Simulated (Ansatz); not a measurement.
ZrAs:
```yaml
crystal:
  lattice:
    - [3.83128, 0.00000, 0.00000]
    - [-1.91564, 3.31798, 0.00000]
    - [0.00000, 0.00000, 12.89182]
  atoms:
    - { symbol: Zr, position: [0.33333, 0.66667, 0.11661] }
    - { symbol: Zr, position: [0.66667, 0.33333, 0.61661] }
    - { symbol: Zr, position: [0.33333, 0.66667, 0.38339] }
    - { symbol: Zr, position: [0.66667, 0.33333, 0.88339] }
    - { symbol: As, position: [0.00000, 0.00000, 0.00000] }
    - { symbol: As, position: [0.00000, 0.00000, 0.50000] }
    - { symbol: As, position: [0.66667, 0.33333, 0.25000] }
    - { symbol: As, position: [0.33333, 0.66667, 0.75000] }
```

Relaxed with r²SCAN. Special points in fractions of this cell's reciprocal vectors: Γ (0.000, 0.000, 0.000); M (0.500, 0.000, 0.000); K (0.333, 0.333, 0.000); A (0.000, 0.000, 0.500); L (0.500, 0.000, 0.500); H (0.333, 0.333, 0.500).

Problem. List the band energies nearest the Fermi level at these points for r²SCAN (plane waves, PAW; program Ansatz).

Solution. In eV from the Fermi level; about four levels below and three above (degenerate sets whole), none deeper than 8.9 eV; points with the same levels are listed once.

| k | below | above |
|---|---|---|
| Γ | -0.17 -0.17 -0.16 -0.16 | 0.68 0.68 0.84 |
| M | -2.63 -2.14 -1.73 -1.09 | 0.33 1.42 1.91 |
| K | -3.58 -3.58 -3.37 -3.37 | 0.00 0.66 0.66 |
| A | -0.09 -0.09 -0.09 -0.09 | 0.11 0.11 1.46 1.46 1.46 1.46 |
| L | -2.15 -2.15 -1.66 -1.66 | 1.09 1.09 1.96 1.96 |
| H | -3.65 -3.65 -3.30 -3.30 | 0.39 0.39 0.85 0.85 |

Space group P6_3/mmc. The workflow started from an entry of the Crystallography Open Database (COD). Whether it is the stable phase at ambient conditions was not checked. The cell was relaxed with r²SCAN under the symmetry of its start; whether a distortion lowers the energy is not shown. No spin polarisation was allowed. Spin–orbit coupling is left out wherever it is not named.

Potentials: the later of the program's two PAW sets.
